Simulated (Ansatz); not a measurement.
Ag$_{2}$S:
```cif
data_Ag8S4
_chemical_formula_sum 'Ag8 S4'
_space_group_name_H-M_alt 'Cmcm'
_space_group_IT_number 63
_space_group_name_Hall '-C 2c 2'
_cell_length_a 4.65381
_cell_length_b 6.93121
_cell_length_c 7.20897
_cell_angle_alpha 90.000
_cell_angle_beta 90.000
_cell_angle_gamma 90.000
loop_
_space_group_symop_operation_xyz
  'x, y, z'
  '-x, -y, -z'
  '-x, -y, z+1/2'
  'x, y, -z+1/2'
  'x, -y, -z'
  '-x, y, z'
  '-x, y, -z+1/2'
  'x, -y, z+1/2'
  'x+1/2, y+1/2, z'
  '-x+1/2, -y+1/2, -z'
  '-x+1/2, -y+1/2, z+1/2'
  'x+1/2, y+1/2, -z+1/2'
  'x+1/2, -y+1/2, -z'
  '-x+1/2, y+1/2, z'
  '-x+1/2, y+1/2, -z+1/2'
  'x+1/2, -y+1/2, z+1/2'
loop_
_atom_site_label
_atom_site_type_symbol
_atom_site_symmetry_multiplicity
_atom_site_Wyckoff_symbol
_atom_site_fract_x
_atom_site_fract_y
_atom_site_fract_z
_atom_site_occupancy
Ag1 Ag 4 c 0.00000 0.10707 0.25000 1
Ag2 Ag 4 b 0.00000 0.50000 0.00000 1
S1 S 4 c 0.00000 0.72701 0.25000 1
```
(The calculation used a cell of 6 atoms; values per cell refer to that cell.)

Relaxed with PBEsol. PBEsol (plane waves, PAW; program Ansatz) gives a gap of 0.95 eV.

**Question.** What gap does HSE06 give on the same cell (Ansatz, PAW)?

**Answer.** 2.14 eV, 1.19 eV more. The hybrid was solved on a coarser mesh and at special points; its gap is the smallest among all of these.

| k | v1 PBEsol | c1 PBEsol | v1 HSE06 | c1 HSE06 |
|---|---|---|---|---|
| Γ | 0.00 | 0.95 | 0.00 | 2.14 |
| Y | -0.48 | 1.31 | -0.39 | 2.50 |
| T | -1.36 | 2.37 | … | … |
| Z | -0.19 | 1.78 | … | … |
| S | -0.13 | 2.25 | -0.10 | 3.29 |
| R | -0.30 | 1.45 | … | … |
| Σ0 | -0.33 | 1.95 | -0.30 | 2.98 |
| A0 | -0.73 | 3.36 | … | … |

**Question.** Top valence (v1) and lowest conduction level (c1) in eV from each method's valence maximum (which need not be a listed point): supply the withheld HSE06 values.

**Answer.** 
- Z, v1 HSE06: -0.09
- Z, c1 HSE06: 2.91
- R, v1 HSE06: -0.27
- R, c1 HSE06: 2.50
- T, v1 HSE06: -1.40
- T, c1 HSE06: 3.60
- A0, v1 HSE06: -0.73
- A0, c1 HSE06: 4.47

Cost on shared cores: the PBEsol run (SCF on a 7×7×4 mesh, then bands and DOS) very roughly 2.6 core-minutes, the HSE06 run (SCF on 4×4×3, then a few points) about 6 core-minutes (a rough figure); the tasks are unlike.

The workflow started from a Materials Project entry (that database holds measured and hypothetical structures alike); the Crystallography Open Database copy checked does not list it. COD files the formula under space group No. 4, 14, so this cell is another polymorph or a model. Its standing as an ambient phase is unchecked. Symmetry was held in the PBEsol relaxation; its stability against distortions is not shown here. No spin polarisation was allowed. Spin–orbit coupling is left out wherever it is not named.

Potentials: the later of the program's two PAW sets.
